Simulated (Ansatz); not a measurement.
Relaxed Mg (hcp, Mg type):

```
CELL_PARAMETERS angstrom
      3.17305     0.00000     0.00000
     -1.58653     2.74794     0.00000
      0.00000     0.00000    10.36533
ATOMIC_POSITIONS crystal
  Mg 0.33333 0.66667 0.37500
  Mg 0.33333 0.66667 0.87500
  Mg 0.66667 0.33333 0.12500
  Mg 0.66667 0.33333 0.62500
```

The atoms are displaced by Q × the pattern below (from a DFPT mode at A = (0.0, 0.0, 0.5), largest move 1; Q in Å), at fixed cell. It is one choice among 4 degenerate patterns. (q is in reciprocal vectors of the primitive cell; the cell shown is doubled to hold the pattern.)

```
atom      x       y      z
----  -----  ------  -----
Mg3   0.000  -1.000  0.000
Mg4   0.000   1.000  0.000
```

Atoms not listed stay in place.

Calculation: r2SCAN (plane waves to 500 eV, PAW, scalar-relativistic; Ansatz, a program for electronic structure). k mesh 17×17×5 (Γ-centred), Fermi-Dirac smearing 0.05 eV. The energy includes the smearing's −TS. With partly filled bands, energies and forces of such displacements shift with the k mesh and the smearing. Mg was relaxed with its symmetry unable to fall. The zero of ΔE is the undisplaced structure.

```
Q (Å)   ΔE (meV/cell)  −dE/dQ from forces (eV/Å)
------  -------------  -------------------------
-0.180           28.0                      0.308
-0.150           19.5                      0.258
-0.120           12.5                      0.208
-0.090            7.1                      0.157
-0.060            3.1                      0.105
-0.030            0.8                      0.053
0.000             0.0                      0.000
0.030             0.8                     -0.053
0.060             3.1                     -0.105
0.090             7.1                     -0.157
0.120            12.5                     -0.208
0.150            19.5                     -0.258
0.180            28.0                     -0.308
```

Read from the data:

The energy at Q = 0.180 Å is 28.0 meV/cell. Space group of the distorted cell: Amm2 (No. 38), lowered from P6_3/mmc. Symmetry of the curve: even: the same for both signs. Shape of the curve: a single well with its minimum at or next to zero displacement. Harmonic wavenumber from the curvature (finite differences): 99 cm⁻¹.

(A displaced cell: forces are minus the slopes of the energy, force constants its curvatures, and phonons follow from these.)
